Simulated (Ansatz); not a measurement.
SiNi:
```cif
data_Ni3Si3
_chemical_formula_sum 'Ni3 Si3'
_space_group_name_H-M_alt 'P6/mmm'
_space_group_IT_number 191
_space_group_name_Hall '-P 6 2'
_cell_length_a 4.85874
_cell_length_b 4.85874
_cell_length_c 3.81644
_cell_angle_alpha 90.000
_cell_angle_beta 90.000
_cell_angle_gamma 120.000
loop_
_atom_site_label
_atom_site_type_symbol
_atom_site_symmetry_multiplicity
_atom_site_Wyckoff_symbol
_atom_site_fract_x
_atom_site_fract_y
_atom_site_fract_z
_atom_site_occupancy
Ni1 Ni 3 f 0.00000 0.50000 0.00000 1
Si1 Si 1 a 0.00000 0.00000 0.00000 1
Si2 Si 2 d 0.33333 0.66667 0.50000 1
```

Relaxed with PBE.

Task: Decompose the optical modes at the zone centre into irreducible representations, and say which are infrared and Raman allowed.

Result: Point group 6/mmm: Γ_opt = 2A2u + B1g + B1u + B2u + 3E1u + E2g + E2u. Infrared: A2u, E1u. Raman: E2g.

Task: Assign frequencies (DFPT, the program Ansatz at the PBE level (PAW)).

Result: B1u 61i, E2u 101, A2u 144, E1u 194, E2g 257, E1u 264, E1u 319, B1g 394, B2u 397, A2u 401 cm⁻¹.

Subscripts of B labels follow the axes of the standard setting.

A made-up cell: these elements were put on the sites of a structure type; neither database checked (COD, Materials Project) lists it. It is not the phase usual at ambient conditions (space group No. 62). The PBE relaxation kept the symmetry of its start. At this level the phase is dynamically unstable (imaginary phonons). The workflow began spin-polarised and lost its moments. As this level gives no gap, phonon frequencies hold no LO–TO term and depend on the k-mesh and smearing (Fermi–Dirac, 0.1 eV here).

Potentials: the later of the program's two PAW sets.
